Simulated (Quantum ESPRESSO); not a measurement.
# GaTiHfZrFO7: one run as intended and one with a planted mistake

Simulated, not a measurement. The program is pw.x of Quantum ESPRESSO 7.5 (plane-wave density functional theory). The cell is made up: 12 atoms on a fluorite lattice, with randomly drawn elements, strain and displacements, not relaxed. PseudoDojo standard norm-conserving files (v0.5 for PBE, v0.4.1 for LDA and PBEsol) set the functional; there is no spin polarisation, spin-orbit coupling or dispersion term, and the masses in the input are unused placeholders.

The hafnium pseudopotential is less sure than the others, with forces about 3 percent (worst 6) and pressure in oxides about 1.5 GPa (worst 2.7) from a second method in checks, which no rerun with the same files tests.

Intended input:

```
&control calculation='scf', pseudo_dir='./dojo.nc.sr.pbe.v0_5.standard.upf', outdir='./o', disk_io='low', tprnfor=.true., tstress=.true. /
&system ibrav=0, nat=12, ntyp=6, nbnd=55, ecutwfc=84.00895049, nosym=.true., tot_charge=0,
 occupations='smearing', smearing='fd', degauss=0.0018374661
/
&electrons conv_thr=7.350e-09, electron_maxstep=60, /
ATOMIC_SPECIES
F 1.0 F.upf
Ga 1.0 Ga.upf
Hf 1.0 Hf.upf
O 1.0 O.upf
Ti 1.0 Ti.upf
Zr 1.0 Zr.upf
CELL_PARAMETERS angstrom
4.9063 0.0 0.0
0.0 4.9063 0.0
0.0 0.0 4.9063
ATOMIC_POSITIONS angstrom
Ga 0.068 -0.1086 -0.0741
Ti 0.0406 2.5876 2.3931
Hf 2.539 0.1657 2.6055
Zr 2.2894 2.4383 0.0116
F 1.2698 1.1906 1.34
O 1.4056 1.2526 3.713
O 1.1517 3.5777 1.3937
O 1.245 3.692 3.8298
O 3.8103 1.213 1.2042
O 3.7878 1.309 3.7383
O 3.6589 3.547 1.0653
O 3.6082 3.6158 3.719
K_POINTS automatic
5 5 5 1 1 1
```

The log is shortened where brackets say so; the opening notice, blank lines, dates and the lines on written files are dropped, and the path of the files is cut. It prints rydbergs, bohrs and kilobars, and counts compression as positive stress. Where no state is partly filled, the Fermi energy that it prints is only some level between the filled and the empty states on the mesh, and need not lie in the true gap.

Log of the intended run:

```
     Program PWSCF v.7.5
     Parallel version (MPI & OpenMP), running on       4 processor cores
     Number of MPI processes:                 4
     Threads/MPI process:                     1
     [start-up lines left out]
     bravais-lattice index     =            0
     lattice parameter (alat)  =       9.2716  a.u.
     unit-cell volume          =     797.0011 (a.u.)^3
     number of atoms/cell      =           12
     number of atomic types    =            6
     number of electrons       =        98.00
     number of Kohn-Sham states=           55
     kinetic-energy cutoff     =      84.0090  Ry
     charge density cutoff     =     336.0358  Ry
     scf convergence threshold =      7.3E-09
     mixing beta               =       0.7000
     number of iterations used =            8  plain     mixing
     Exchange-correlation= PBE
                           (   1   4   3   4   0   0   0)
     [axes and pseudopotential details left out]
   Cartesian axes
     site n.     atom                  positions (alat units)
         1        Ga     tau(   1) = (   0.0138597  -0.0221348  -0.0151030  )
         2        Ti     tau(   2) = (   0.0082751   0.5274035   0.4877606  )
         3        Hf     tau(   3) = (   0.5174979   0.0337729   0.5310519  )
         4        Zr     tau(   4) = (   0.4666245   0.4969733   0.0023643  )
         5        F      tau(   5) = (   0.2588101   0.2426676   0.2731182  )
         6        O      tau(   6) = (   0.2864888   0.2553044   0.7567821  )
         7        O      tau(   7) = (   0.2347390   0.7292053   0.2840633  )
         8        O      tau(   8) = (   0.2537554   0.7525019   0.7805882  )
         9        O      tau(   9) = (   0.7766137   0.2472331   0.2454395  )
        10        O      tau(  10) = (   0.7720278   0.2667998   0.7619387  )
        11        O      tau(  11) = (   0.7457555   0.7229480   0.2171290  )
        12        O      tau(  12) = (   0.7354218   0.7369708   0.7580050  )
     number of k points=    63  Fermi-Dirac smearing, width (Ry)=  0.0018
                       cart. coord. in units 2pi/alat
        k(    1) = (   0.1000000   0.1000000   0.1000000), wk =   0.0320000
        k(    2) = (   0.1000000   0.1000000   0.3000000), wk =   0.0320000
     [further k points left out]
     Dense  grid:    82951 G-vectors     FFT dimensions: (  60,  60,  60)
     Estimated max dynamical RAM per process >     296.56 MB
     Estimated total dynamical RAM >       1.10 GB
     Initial potential from superposition of free atoms
     starting charge      97.9915, renormalised to      98.0000
     Starting wfcs are   71 randomized atomic wfcs
     total cpu time spent up to now is        9.8 secs
     per-process dynamical memory:   232.7 Mb
     Self-consistent Calculation
     iteration #  1     ecut=    84.01 Ry     beta= 0.70
     Davidson diagonalization with overlap
     ethr =  1.00E-02,  avg # of iterations =  2.0
     total cpu time spent up to now is       26.3 secs
     total energy              =    -765.21911355 Ry
     estimated scf accuracy    <       4.54273888 Ry
     iteration #  2     ecut=    84.01 Ry     beta= 0.70
     Davidson diagonalization with overlap
     ethr =  4.64E-03,  avg # of iterations =  6.1
     total cpu time spent up to now is       52.1 secs
     total energy              =    -760.14845024 Ry
     estimated scf accuracy    <      49.44804668 Ry
     [iterations 3 to 15 left out]
     iteration # 16     ecut=    84.01 Ry     beta= 0.70
     Davidson diagonalization with overlap
     ethr =  5.17E-11,  avg # of iterations =  4.2
     total cpu time spent up to now is      327.3 secs
     total energy              =    -767.51324785 Ry
     estimated scf accuracy    <       0.00000004 Ry
     iteration # 17     ecut=    84.01 Ry     beta= 0.70
     Davidson diagonalization with overlap
     ethr =  3.66E-11,  avg # of iterations =  2.1
     total cpu time spent up to now is      343.2 secs
     End of self-consistent calculation
     [lines on levels left out]
     the Fermi energy is    13.2159 ev
!    total energy              =    -767.51324785 Ry
     estimated scf accuracy    <          1.5E-09 Ry
     smearing contrib. (-TS)   =      -0.00000000 Ry
     internal energy E=F+TS    =    -767.51324785 Ry
     The total energy is F=E-TS. E is the sum of the following terms:
     one-electron contribution =    -156.73388507 Ry
     hartree contribution      =     149.11759775 Ry
     xc contribution           =    -178.68074860 Ry
     ewald contribution        =    -581.21621193 Ry
     convergence has been achieved in  17 iterations
     Forces acting on atoms (cartesian axes, Ry/au):
     atom    1 type  2   force =    -0.13140831    0.00011707    0.00431156
     atom    2 type  5   force =    -0.19200260    0.00749890    0.04206385
     atom    3 type  3   force =     0.16909613   -0.13434473   -0.01540176
     atom    4 type  6   force =     0.21315720    0.05727570    0.04025104
     atom    5 type  1   force =    -0.02910521   -0.02566997   -0.01545952
     atom    6 type  4   force =    -0.14273617   -0.04129498   -0.03555621
     atom    7 type  4   force =     0.03230460    0.04798460    0.00509301
     atom    8 type  4   force =    -0.08645823    0.06657492   -0.04793956
     atom    9 type  4   force =     0.00996349   -0.04207555    0.05628408
     atom   10 type  4   force =     0.04743492   -0.05155615   -0.02094555
     atom   11 type  4   force =     0.05932356    0.06830760    0.10735159
     atom   12 type  4   force =     0.05043061    0.04718260   -0.12005252
     Total force =     0.495111     Total SCF correction =     0.000103
     Computing stress (Cartesian axis) and pressure
          total   stress  (Ry/bohr**3)                   (kbar)     P=      247.25
   0.00142705  -0.00000037   0.00020685          209.93       -0.05       30.43
  -0.00000037   0.00179026   0.00007242           -0.05      263.36       10.65
   0.00020685   0.00007242   0.00182506           30.43       10.65      268.48
     init_run     :      9.26s CPU      9.58s WALL (       1 calls)
     electrons    :    331.38s CPU    333.45s WALL (       1 calls)
     forces       :      2.72s CPU      2.75s WALL (       1 calls)
     stress       :     10.25s CPU     10.26s WALL (       1 calls)
     [timing details left out]
     PWSCF        :   5m53.89s CPU   5m56.39s WALL
     JOB DONE.
```

A second run has one planted mistake: the k-point mesh is too coarse. The input lines that differ, file-writing options aside:

```
- 5 5 5 1 1 1
+ 2 2 2 1 1 1
```

Its log:

```
     Program PWSCF v.7.5
     Parallel version (MPI & OpenMP), running on       4 processor cores
     Number of MPI processes:                 4
     Threads/MPI process:                     1
     [start-up lines left out]
     bravais-lattice index     =            0
     lattice parameter (alat)  =       9.2716  a.u.
     unit-cell volume          =     797.0011 (a.u.)^3
     number of atoms/cell      =           12
     number of atomic types    =            6
     number of electrons       =        98.00
     number of Kohn-Sham states=           55
     kinetic-energy cutoff     =      84.0090  Ry
     charge density cutoff     =     336.0358  Ry
     scf convergence threshold =      7.3E-09
     mixing beta               =       0.7000
     number of iterations used =            8  plain     mixing
     Exchange-correlation= PBE
                           (   1   4   3   4   0   0   0)
     [axes and pseudopotential details left out]
   Cartesian axes
     site n.     atom                  positions (alat units)
         1        Ga     tau(   1) = (   0.0138597  -0.0221348  -0.0151030  )
         2        Ti     tau(   2) = (   0.0082751   0.5274035   0.4877606  )
         3        Hf     tau(   3) = (   0.5174979   0.0337729   0.5310519  )
         4        Zr     tau(   4) = (   0.4666245   0.4969733   0.0023643  )
         5        F      tau(   5) = (   0.2588101   0.2426676   0.2731182  )
         6        O      tau(   6) = (   0.2864888   0.2553044   0.7567821  )
         7        O      tau(   7) = (   0.2347390   0.7292053   0.2840633  )
         8        O      tau(   8) = (   0.2537554   0.7525019   0.7805882  )
         9        O      tau(   9) = (   0.7766137   0.2472331   0.2454395  )
        10        O      tau(  10) = (   0.7720278   0.2667998   0.7619387  )
        11        O      tau(  11) = (   0.7457555   0.7229480   0.2171290  )
        12        O      tau(  12) = (   0.7354218   0.7369708   0.7580050  )
     number of k points=     4  Fermi-Dirac smearing, width (Ry)=  0.0018
                       cart. coord. in units 2pi/alat
        k(    1) = (   0.2500000   0.2500000   0.2500000), wk =   0.5000000
        k(    2) = (   0.2500000   0.2500000  -0.2500000), wk =   0.5000000
     [further k points left out]
     Dense  grid:    82951 G-vectors     FFT dimensions: (  60,  60,  60)
     Estimated max dynamical RAM per process >     157.41 MB
     Estimated total dynamical RAM >     568.90 MB
     Initial potential from superposition of free atoms
     starting charge      97.9915, renormalised to      98.0000
     Starting wfcs are   71 randomized atomic wfcs
     total cpu time spent up to now is        2.6 secs
     per-process dynamical memory:    90.6 Mb
     Self-consistent Calculation
     iteration #  1     ecut=    84.01 Ry     beta= 0.70
     Davidson diagonalization with overlap
     ethr =  1.00E-02,  avg # of iterations =  2.0
     total cpu time spent up to now is        3.7 secs
     total energy              =    -765.23947096 Ry
     estimated scf accuracy    <       4.52286114 Ry
     iteration #  2     ecut=    84.01 Ry     beta= 0.70
     Davidson diagonalization with overlap
     ethr =  4.62E-03,  avg # of iterations =  6.0
     total cpu time spent up to now is        5.3 secs
     total energy              =    -760.02899116 Ry
     estimated scf accuracy    <      50.32329546 Ry
     [iterations 3 to 15 left out]
     iteration # 16     ecut=    84.01 Ry     beta= 0.70
     Davidson diagonalization with overlap
     ethr =  2.71E-11,  avg # of iterations =  4.2
     total cpu time spent up to now is       23.3 secs
     total energy              =    -767.53269045 Ry
     estimated scf accuracy    <       0.00000001 Ry
     iteration # 17     ecut=    84.01 Ry     beta= 0.70
     Davidson diagonalization with overlap
     ethr =  1.13E-11,  avg # of iterations =  3.0
     total cpu time spent up to now is       24.5 secs
     End of self-consistent calculation
     [lines on levels left out]
     the Fermi energy is    12.8767 ev
!    total energy              =    -767.53269046 Ry
     estimated scf accuracy    <          2.4E-09 Ry
     smearing contrib. (-TS)   =      -0.00000000 Ry
     internal energy E=F+TS    =    -767.53269046 Ry
     The total energy is F=E-TS. E is the sum of the following terms:
     one-electron contribution =    -156.69323406 Ry
     hartree contribution      =     149.03134248 Ry
     xc contribution           =    -178.65458694 Ry
     ewald contribution        =    -581.21621193 Ry
     convergence has been achieved in  17 iterations
     Forces acting on atoms (cartesian axes, Ry/au):
     atom    1 type  2   force =    -0.12994521    0.00014613    0.00497822
     atom    2 type  5   force =    -0.19173200    0.00451083    0.04555391
     atom    3 type  3   force =     0.16753618   -0.13762744   -0.01778993
     atom    4 type  6   force =     0.21390825    0.05815610    0.04172205
     atom    5 type  1   force =    -0.02902636   -0.02368257   -0.01522300
     atom    6 type  4   force =    -0.14594123   -0.04083198   -0.03419262
     atom    7 type  4   force =     0.03533083    0.05183843   -0.00011046
     atom    8 type  4   force =    -0.08306879    0.06248003   -0.05361333
     atom    9 type  4   force =     0.00743349   -0.03907814    0.05439789
     atom   10 type  4   force =     0.04436991   -0.04938169   -0.02331033
     atom   11 type  4   force =     0.05804240    0.06670610    0.11392853
     atom   12 type  4   force =     0.05309253    0.04676421   -0.11634092
     Total force =     0.496174     Total SCF correction =     0.000122
     Computing stress (Cartesian axis) and pressure
          total   stress  (Ry/bohr**3)                   (kbar)     P=      242.72
   0.00139889   0.00000608   0.00019165          205.78        0.89       28.19
   0.00000608   0.00176639   0.00007244            0.89      259.84       10.66
   0.00019165   0.00007244   0.00178465           28.19       10.66      262.53
     init_run     :      2.35s CPU      2.42s WALL (       1 calls)
     electrons    :     21.43s CPU     21.84s WALL (       1 calls)
     forces       :      0.39s CPU      0.40s WALL (       1 calls)
     stress       :      0.86s CPU      0.87s WALL (       1 calls)
     [timing details left out]
     PWSCF        :     25.25s CPU     25.78s WALL
     JOB DONE.
```

|  | intended run | run with the mistake |
| --- | --- | --- |
| free energy (eV) | -10442.550 | -10442.814 |
| smearing term -TS (eV) | 0.0000 | 0.0000 |
| pressure (GPa) | 24.73 | 24.27 |
| largest force component (eV/Å) | 5.480 | 5.500 |
| largest change of a force component (eV/Å) |  | 0.169 |
| iterations | 17 | 17 |

For scale, a rerun of the intended cell at 1467 eV and a 7 x 7 x 7 mesh moved values by no more than 0.004 eV in energy, 0.04 GPa in stress and 0.002 eV/Å in force.